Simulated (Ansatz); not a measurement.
The start is a generated cell, Ga2O3 built in the A-La2O3 structure type. The cell and all atomic positions are relaxed at zero pressure with r2SCAN (plane waves to 500 eV, PAW, scalar-relativistic; Ansatz, a quantum-chemistry and plane-wave program). First-step values are on the input's coarse k-mesh.

Ansatz input (later rounds restart from its end on a renewed k-mesh):
Ansatz 0.2 input:
```yaml
crystal:
  lattice:
    - [3.2317058, 0, 0]
    - [-1.6158529, 2.7987393, 0]
    - [0, 0, 5.035487]
  atoms:
    - { symbol: Ga, position: [0.33333333, 0.66666667, 0.2467] }
    - { symbol: Ga, position: [0.66666667, 0.33333333, 0.7533] }
    - { symbol: O, position: [0, 0, 0] }
    - { symbol: O, position: [0.33333333, 0.66666667, 0.647] }
    - { symbol: O, position: [0.66666667, 0.33333333, 0.353] }
basis: { ecutwfc: 500, ecutrho_ratio: 4, xc_grid: 4, fft_grid_basis: typed }
kpoints: { mp_grid: { grid: [8, 8, 5] } }
hamiltonian:
  xc: r2scan
  dispersion: none
  pseudopotentials: { kind: paw }
scf: { occupations: { method: fermi_dirac, width: 0.05 } }
relax: { f_tol: 0.01, max_steps: 100, cell: { stress_tol: 0.02 } }
output: { forces: true, stress: true }
```

Task: How large is the pressure on the unrelaxed cell, and of which sign?

Result: +8.8 GPa (positive: the cell is compressed).

Task: Which atoms feel the largest initial force, and how large is it?

Result: 1.46 eV/Å, on O4, O5 (atoms numbered as listed).

Task: How much energy is released per atom?

Result: 0.28 eV/atom.

Task: How do the shortest distances between atoms change?

Result: The closest pairs of elements (up to four, under 3.6 Å), start → end: Ga–O 1.94 → 1.87 Å; O–O 2.38 → 2.73 Å; Ga–Ga 3.11 → 2.99 Å.

Task: Is the relaxed structure metallic? Give its gap.

Result: 3.12 eV, direct at Γ (no spin-orbit coupling).

The space group stays P-3m1 (No. 164) (the run could not lower it), with 5 atoms in the primitive cell. Final values are on a 13×13×5 k-mesh of the relaxed cell. No spin polarisation in the result.

The run could not lose the symmetry of its start, so the end can be a saddle point.

The relaxed structure here is a generated cell of Ga2O3: the first start was made by placing the elements on the sites of a structure type, and the end was not matched to a known phase here, so it may be hypothetical. Known forms of Ga2O3 include space group No. 12, 167.
